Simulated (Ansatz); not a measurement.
All numbers below come from DFT PBE, scalar-relativistic, plane waves, PAW (Ansatz). Cutoff 420 eV, Γ-centred meshes of about 0.25 Å⁻¹ or finer for metals and 0.3 Å⁻¹ for insulators (2π included), Gaussian smearing. No spin polarisation.

A search over trial structures of ZrNb2N4 gave this relaxed cell.

```
Zr Nb N
1.0
     5.26318    0.00000    0.00000
     0.00000    3.13177    0.00000
    -1.67450    0.00000    5.23722
Zr Nb N
1 2 4
Direct
  0.00000 0.50000 0.50000
  0.00000 0.00000 0.00000
  0.50000 0.50000 0.00000
  0.77053 0.50000 0.78154
  0.25197 0.00000 0.75657
  0.74803 0.00000 0.24343
  0.22947 0.50000 0.21846
```

**Question.** Is it a true minimum?

**Answer.** As far as tested, yes. The phonons on a 1×2×1 q mesh of the computed 7-atom cell show no imaginary mode. (Phonon run: 6×10×6 k mesh, Gaussian smearing of 0.10 eV.) After random moves of the atoms it relaxes back. The optical modes at Γ run from 24 to 619 cm⁻¹. Around Zr lie 6 N at 2.23–2.25 Å, 2 Zr at 3.13 Å and 6 Nb at 3.16–3.17 Å; Nb on its first site has 6 N at 2.11–2.15 Å, 6 Nb at 3.06–3.13 Å and 4 Zr at 3.16 Å; Nb on its second site has 6 N at 2.12–2.21 Å, 6 Nb at 3.06–3.13 Å and 2 Zr at 3.17 Å; N on its first site is surrounded by 3 Nb at 2.11–2.12 Å and 1 Zr at 2.23 Å; 1 more site not described. The phonon run warned that its eigensolver hadn't fully converged.

Phonons of metals hang on the k mesh and the smearing.
